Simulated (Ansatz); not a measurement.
LiCl (started from an entry of an open crystallographic database), relaxed with r2SCAN: 6 runs in Ansatz 0.2.0, each a calculation of independent-particle optics. It is cubic, Fm-3m (No. 225); conventional cell a = 5.112 Å, 16.70 Å³ an atom. Li is surrounded by 6 Cl at 2.56 Å; Cl is surrounded by 6 Li at 2.56 Å. No spin polarisation and no zero-point or thermal motion.

```
Li Cl
1.0
     0.00000    2.55603    2.55603
     2.55603    0.00000    2.55603
     2.55603    2.55603    0.00000
Li Cl
1 1
Direct
  0.00000 0.00000 0.00000
  0.50000 0.50000 0.50000
```

On meshes this coarse, single peaks can be features of the mesh. No local fields, no excitons; the zone sum runs over the cells of the mesh, and ε∞ includes the bands left out of the spectrum. Up to four peaks are listed, those above 15 % of the tallest and inside the complete range; the four can differ from row to row. Rows marked drawn have settings drawn at random (some not listed).

| functional | k mesh | broadening (eV) | scissors (eV) | range (eV) | settings | direct gap on the mesh before scissors (eV) | ε∞ xx | ε∞ yy | ε∞ zz | complete up to (eV) | tallest peaks of mean ε₂ (eV) |
| --- | --- | --- | --- | --- | --- | --- | --- | --- | --- | --- | --- |
| PBE | 6×6×6 | 0.1 | 0.00 | 0–23 | chosen | 6.39 | 3.26 | 3.26 | 3.26 | 23.0 | 9.05 9.90 10.75 11.60 |
| r2SCAN | 6×6×6 | 0.1 | 0.00 | 0–23 | chosen | 7.29 | 3.02 | 3.02 | 3.02 | 23.0 | 9.85 10.70 11.55 12.55 |
| PBE | 6×6×6 | 0.1 | 1.40 (to HSE06) | 0–23 | chosen | 6.39 | 2.99 | 2.99 | 2.99 | 23.0 | 10.45 11.30 12.15 13.00 |
| PBE | 8×8×8 | 0.05 | 0.30 | 0–6 | drawn | 6.39 | 3.20 | 3.20 | 3.20 | 6.0 | none |
| LDA | 8×8×8 | 0.03 | 0.00 | 0.5–15 | drawn | 6.05 | 3.40 | 3.40 | 3.40 | 15.0 | 8.80 9.60 10.60 11.60 |

**Question.** Estimate from these rows what the further settings give.
```tsv
functional	k mesh	broadening (eV)	scissors (eV)	range (eV)	settings
r2SCAN	6×6×6	0.05	2.50	0–15	drawn
```

**Answer.**
```
functional  k mesh  broadening (eV)  scissors (eV)  range (eV)  settings  direct gap on the mesh before scissors (eV)  ε∞ xx  ε∞ yy  ε∞ zz  complete up to (eV)  tallest peaks of mean ε₂ (eV)
    r2SCAN   6×6×6             0.05           2.50        0–15     drawn                                         7.29   2.65   2.65   2.65                 15.0        12.35 13.25 14.05 14.85
```
